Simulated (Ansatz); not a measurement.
## Data sheet: TaAs (DFT)

TaAs:
Space group Pm-3m (No. 221); a = 3.179 Å, b = 3.179 Å, c = 3.179 Å, α = 90.00°, β = 90.00°, γ = 90.00°

```tsv
atom	site	symmetry	x	y	z
Ta	1a	m-3m	0.0000	0.0000	0.0000
As	1b	m-3m	0.5000	0.5000	0.5000
```

Space group Pm-3m (No. 221), CsCl type; conventional cell a = 3.179 Å, b = 3.179 Å, c = 3.179 Å, α = 90.00°, β = 90.00°, γ = 90.00°.

Method: the program Ansatz at the PBEsol level (PAW). Structure relaxed to zero pressure with the same functional. Other levels are named where they apply.

Cell and energy:

| Quantity | Value |
|---|---|
| Volume per atom | 16.06 Å³ |
| Density | 13.23 g/cm³ |
| Formation energy from the elements (no fitted shifts) | -0.35 eV/atom |

Electronic structure:

| Property | Value |
|---|---|
| Electronic character | metallic (no gap) |
| Density of states at the Fermi level | 0.34 states/eV per atom (mean over ±0.08 eV) |
| Gap with spin–orbit coupling | none (metallic) |

Mechanics:

| Property | Value |
|---|---|
| Bulk modulus (Birch–Murnaghan fit) | 195 GPa |
| Pressure derivative B′ | 4.4 |
| Elastic constants (relaxed ions, GPa) | C11 = 380, C12 = 102, C44 = 128 |
| Mechanical stability | stable (all eigenvalues of C positive) |
| Hill bulk and shear moduli | 195 and 132 GPa |
| Young's modulus | 323 GPa |
| Poisson's ratio | 0.22 |
| Debye temperature from the elastic constants | 413 K |

Phonons:

| Quantity | Result |
|---|---|
| Highest zone-centre frequency | 165 cm^-1 |
| Zone-centre stability | no imaginary mode at Γ |

A made-up cell: these elements were put on the sites of a structure type; neither database checked (COD, Materials Project) lists it. It is not the phase usual at ambient conditions (space group No. 109). The cell was relaxed with PBEsol under the symmetry of its start. The run is not spin-polarised. As this level gives no gap, shear constants depend on the k-mesh and smearing (Fermi–Dirac, 0.1 eV here). As this level gives no gap, phonon frequencies hold no LO–TO term and depend on the k-mesh and smearing (Fermi–Dirac, 0.1 eV here). The references are the lowest solids computed at this level, not always the standard phases. Scalar-relativistic: spin–orbit coupling is off unless named, which matters more the heavier the elements.

Potentials: the later of the program's two PAW sets.
